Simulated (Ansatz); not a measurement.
ZrGeSe:
```
CELL_PARAMETERS angstrom
      3.72105     0.00000     0.00000
      0.00000     3.72105     0.00000
      0.00000     0.00000     8.35776
ATOMIC_POSITIONS crystal
  Zr 0.00000 0.50000 0.73892
  Zr 0.50000 0.00000 0.26108
  Ge 0.00000 0.00000 0.00000
  Ge 0.50000 0.50000 0.00000
  Se 0.50000 0.00000 0.62271
  Se 0.00000 0.50000 0.37729
```

Relaxed with r²SCAN. Special points in fractions of this cell's reciprocal vectors: Γ (0.000, 0.000, 0.000); X (0.000, 0.500, 0.000); M (0.500, 0.500, 0.000); Z (0.000, 0.000, 0.500); R (0.000, 0.500, 0.500); A (0.500, 0.500, 0.500).

Problem. List the band energies nearest the Fermi level at these points for r²SCAN (plane waves, PAW; program Ansatz).

Solution. In eV from the Fermi level; about four levels below and three above (degenerate sets whole), none deeper than 8.9 eV; points with the same levels are listed once.

```tsv
k	below	above
Γ	-2.03 -2.03 -1.01 -0.06	0.43 1.19 1.31 1.31
X	-2.00 -2.00 -0.67 -0.67	0.56 0.56 2.05 2.05
M	-3.93 -3.93 -2.42 -2.42	2.73 2.73 2.82 2.82
Z	-2.90 -2.40 -1.96 -1.96	0.29 0.95 1.23
R	-1.81 -1.81 -0.45 -0.45	0.71 0.71 1.93 1.93
A	-3.57 -3.57 -2.43 -2.43	1.51 1.51 2.73 2.73
```

Space group P4/nmm. The first step of the workflow began from a Materials Project structure, measured or hypothetical; the Crystallography Open Database files this formula in space group No. 129, but the cells were not matched. Whether it is the stable phase at ambient conditions was not checked. The cell was relaxed with r²SCAN under the symmetry of its start; its stability against distortions is not shown here. No spin polarisation was allowed. A small band overlap can be real or an error of a semilocal functional. Scalar-relativistic: spin–orbit coupling is off unless named, which matters more the heavier the elements.

Potentials: the later of the program's two PAW sets.
